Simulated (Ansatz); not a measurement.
Ansatz 0.2.0, single run: GeIF$_{6}$

Run with:

```bash
ansatz run input.yaml --threads 1 --pin off --max-ram 2560MiB --backend cpu --events-out ev --progress --plain --runs-dir out
```

The input file (Ansatz 0.2.0, plane waves):

```yaml
crystal:
  lattice:
    - [2.739195, 4.744424, 0.0]
    - [-2.739195, 4.744424, 0.0]
    - [-2.739195, 1.581471, 4.919519]
  atoms:
    - { symbol: F, position: [0.421, 0.56, 0.249] }
    - { symbol: F, position: [0.019, 0.172, 0.249] }
    - { symbol: F, position: [0.809, 0.77, 0.249] }
    - { symbol: F, position: [0.579, 0.44, 0.751] }
    - { symbol: F, position: [0.981, 0.828, 0.751] }
    - { symbol: F, position: [0.191, 0.23, 0.751] }
    - { symbol: I, position: [0.5, 0.0, 0.5] }
    - { symbol: Ge, position: [0.0, 0.0, 0.0] }
  symmetry: { tolerance: 0.0003 }
kpoints:
  mp_grid: { grid: [5, 4, 6], shift: [0, 0, 0] }
magnetization:
  spin_polarized: false
scf:
  occupations: { method: fermi_dirac }
  max_iter: 60
hamiltonian:
  pseudopotentials: { kind: paw }
  xc: r2scan
total_charge: 1
basis:
  ecutwfc: 500
output:
  forces: true
  stress: true
  eigenvalues: true
```

Origin of the cell: a known structure type with other elements, at an estimated volume, so it need not be a known compound.

The smearing width isn't typed, so it takes its default of 0.1 eV.

Output (shortened):

```
Warning: crystal.lattice misses the space group found at crystal.symmetry.tolerance 3.0e-4 in a digit that the deck types, which is why this is a warning: making the lattice exact moves one o […]
Warning: crystal.symmetry: narrowed to the stabiliser of the k-point mesh — unitary ops 6 → 2; excluded 4 operations that carry a point of the 5×4×6 mesh (shift [0, 0, 0]) off the mesh (the r […]
Pseudopotentials: kind: paw
Pseudopotential: F, paw, valence charge 7, recommended cutoff 500 eV (meta_gga), F.paw.azcp
Pseudopotential: I, paw, valence charge 17, recommended cutoff 500 eV (meta_gga), I.paw.azcp
Pseudopotential: Ge, paw, valence charge 14, recommended cutoff 500 eV (meta_gga), Ge.paw.azcp
Functional definition: r2SCAN
  exchange = r2scan_x(k0 = k0, k1 = k1, a1 = a1)
  correlation = r2scan_c
Crystal: 8 atoms, lattice volume = 127.867 Å³
Basis set: ecut = 500 eV, 3251 PW (Γ), exchange–correlation on 160×160×180 points (64 copies of the dense FFT grid, shifted against one another)
[… 12 lines left out …]
Initial density: superposition of atomic densities (neutral atoms scaled as one to the charged cell's electrons: chi_scale 0, normalization atom), corrected by the library's trained network
Functional: x = r2scan, c = r2scan; τ floored in thin density (d = 2e-4 eV/Å³)
SCF iter   1: F=—  HF=-16686.412623 eV  Δρ=6.07e-2  dr2=4.98e0  dr2_τ=2.96e-1  defer=25
SCF iter   2: F=—  HF=-16685.645678 eV  Δρ=2.34e-2  dr2=7.45e-1  dr2_τ=6.49e-2  defer=62
SCF iter   3: F=—  HF=-16685.557841 eV  Δρ=1.75e-2  dr2=5.42e-1  dr2_τ=8.00e-3  defer=62
SCF iter   4: F=—  HF=-16685.432381 eV  Δρ=7.61e-3  dr2=1.07e-1  dr2_τ=1.98e-3  defer=62
[… 2 lines left out …]
SCF iter   7: F=—  HF=-16685.413637 eV  Δρ=3.10e-4  dr2=9.21e-5  dr2_τ=3.00e-6  defer=62
SCF iter   8: F=—  HF=-16685.413746 eV  Δρ=4.35e-5  dr2=3.39e-6  dr2_τ=1.36e-7  defer=62
SCF iter   9: F=—  HF=-16685.413747 eV  Δρ=1.03e-5  dr2=1.00e-7  dr2_τ=9.56e-9  defer=62
SCF iter  10: F=-16685.413747 eV  HF=-16685.413747 eV  Δρ=3.08e-6  dr2=1.17e-8  dr2_τ=7.50e-10
SCF 1 converged in 10 iterations: F = -16685.413747 eV  dr2 = 1.17e-8
SCF converged after 10 iterations
Free energy (F): -16685.413747 eV
Harris-Foulkes:  -16685.413747 eV  (|F-HF|=5.20e-9)
Internal energy: -16685.188018 eV  (E = F + TS)
E sigma→0 (E₀):  -16685.300883 eV
Entropy (-TS):   -0.225730 eV (-28.216 meV/atom)
[… 23 lines left out …]
  atom   4  F      1.610707     1.121819     0.981523
  atom   5  F     -1.775350     0.835083     0.981335
  atom   6  F      0.166160    -1.955124     0.979993
  atom   7  I      0.000000     0.000000     0.000000
  atom   8  Ge     0.000000     0.000000     0.000000
  max |Σ_I F_I| component: 0.00e0 eV/Å
--- Stress (GPa, compression-positive) ---
      -20.042662       0.001362       0.003439
        0.001363     -20.035571       0.002184
        0.003438       0.002183     -18.920789
  P = ⅓ Tr σ = -19.6663 GPa (-196.663 kbar)
```

Task: Why shouldn't this run be trusted?

Result: It holds a mesh that breaks the symmetry: `kpoints.mp_grid.grid` typed as [5, 4, 6]. The run converged. It reached the result of a sound input all the same, in 10 SCF iterations against 10.

Time: 44 s of wall time on 1 CPU thread(s) of a shared host, from the program's own first density.
